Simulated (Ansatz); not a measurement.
Pd (Fm-3m): energy against the cell's spin moment

The geometry is a structure as deposited in COD, held fixed and not relaxed.

The runs share PBE, 17×17×17 k mesh, Fermi–Dirac smearing of 0.08 eV. PAW means Ansatz 0.2.0 on its default frozen-core files; LAPW is all-electron LAPW in Ansatz 0.2.0. Site moments are integrated in spheres about the atoms, whose radii differ between the methods.

The first input and its command:

```yaml
crystal:
  lattice:
    - [0.0, 1.9465, 1.9465]
    - [1.9465, 0.0, 1.9465]
    - [1.9465, 1.9465, 0.0]
  atoms:
    - { symbol: Pd, position: [0.0, 0.0, 0.0], spin: 0.6 }
magnetization:
  spin_polarized: true
kpoints:
  mp_grid: { grid: [17, 17, 17] }
scf:
  occupations: { method: fermi_dirac, width: 0.08 }
  lower_state_search: "off"
hamiltonian:
  xc: pbe
  pseudopotentials: { kind: paw }
output:
  forces: true
  stress: true
  eigenvalues: true
  populations: true
  dos: { projected: true, de: 0.1, e_range: [-8, 5] }
  write_density: true
  write_potential: true
  elf: true
  volumetric_format: npy
```

Command: `ansatz run input.yaml --threads 1 --pin off --max-ram 3072MiB --backend cpu --events-out ev --progress --plain --runs-dir out`

The input for «total moment held at 0.05 μB» by PAW differs from it in these lines, output keys apart:

```diff
-    - { symbol: Pd, position: [0.0, 0.0, 0.0], spin: 0.6 }
+    - { symbol: Pd, position: [0.0, 0.0, 0.0], spin: 0.05 }
+  initial_magnetization: 0.05
+  spin_locking: { lock_magnetization: hard }
```

The input for «total moment held at 0.05 μB» by LAPW differs from it in these lines, output keys apart:

```diff
-    - { symbol: Pd, position: [0.0, 0.0, 0.0], spin: 0.6 }
+    - { symbol: Pd, position: [0.0, 0.0, 0.0], spin: 0.05 }
+  initial_magnetization: 0.05
+  spin_locking: { lock_magnetization: hard }
-  pseudopotentials: { kind: paw }
+  pseudopotentials: { kind: all_electron, lapw: { basis_error: 0.001 } }
```

Each run fixes M = N↑ − N↓ with two Fermi levels; the holding field B = (E_F↑ − E_F↓)/2μB is the slope of the free energy against M over μB. Energies count from each method's free run. The held moment starts spread evenly over Pd.

Q: Does the cell keep a net moment when the moments are free, and how does its energy change with a held moment?

A: The free run has no net moment (M = 0.00 μB). 
| M (μB/cell) | ΔF PAW (meV/cell) | ΔF LAPW (meV/cell) | B, PAW (T) | largest site moment, PAW (μB) | pressure, PAW (GPa) |
| --- | --- | --- | --- | --- | --- |
| 0.00 | 0.0 | – | – | 0.00 | 7.4 |
| 0.05 | 0.0 | 0.0 | +18 | 0.05 | 7.4 |
| 0.15 | +0.3 | +0.3 | +76 | 0.15 | 7.4 |
| 0.30 | +1.8 | +1.7 | +340 | 0.31 | 7.6 |
| 0.50 | +16.7 | – | +3799 | 0.50 | 8.0 |
| 0.80 | +166.9 | +165.9 | +14169 | 0.76 | 9.5 |
| 1.20 | +663.7 | – | +28807 | 1.09 | 14.3 |

Q: Check μB·B = dF/dM between M = 0.30 and 0.50 μB with the PAW numbers.

A: ΔF/ΔM = +14.9 meV / 0.20 = +74.6 meV per μB, which is +1288 T with μB = 0.05788 meV/T. The mean of the two holding fields is +2070 T. The slope equals the mean of B over the step, so the two agree where B(M) is nearly straight between its ends; here they part, since B(M) bends or the state changes within the step.

Separate runs put a uniform field on the spins (g = 2):

```
field (T)  M PAW (μB/cell)  M LAPW (μB/cell)
      300            0.287             0.292
      600            0.360             0.363
```

The Ansatz runs typed with the search for lower states off end where their start leads. The magnetic state is the one that this cell and start allow. It needn't be the compound's measured order, which may need a larger cell or be absent.
